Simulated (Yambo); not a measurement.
Material: MoS₂ (space group P6_3/mmc, No. 194); a = b = 3.1499 Å, c = 12.0908 Å, α = β = 90.00°, γ = 120.00° (6 atoms in the cell). Cell and atoms were relaxed with PBE+D3(BJ) from Materials Project entry mp-2815, within its symmetry.

With PBEsol (pw.x of Quantum ESPRESSO, ONCV potentials, with spin-orbit coupling), the gap between the mesh's edge points (Γ → (0.167, 0.167, 0)) is 0.738 eV.

Problem. Estimate the G0W0 gap between the same points from Yambo (6×6×1 Γ-centred k mesh, bands 5 to 350 and a 7 Ry block in the screening, 350 bands in G with the Bruneval-Gonze terminator, plasmon pole fitted at 27.2 eV).

Solution. The correction is 0.372 eV, giving 1.109 eV, 1.5 times the PBEsol value.  Nearest settings tried, and what they do to the gap: 2 Ry block (53 vectors against 241): -89 meV. Not varied: bands in G, bands in W, mesh. So the settings aren't converged at that level.
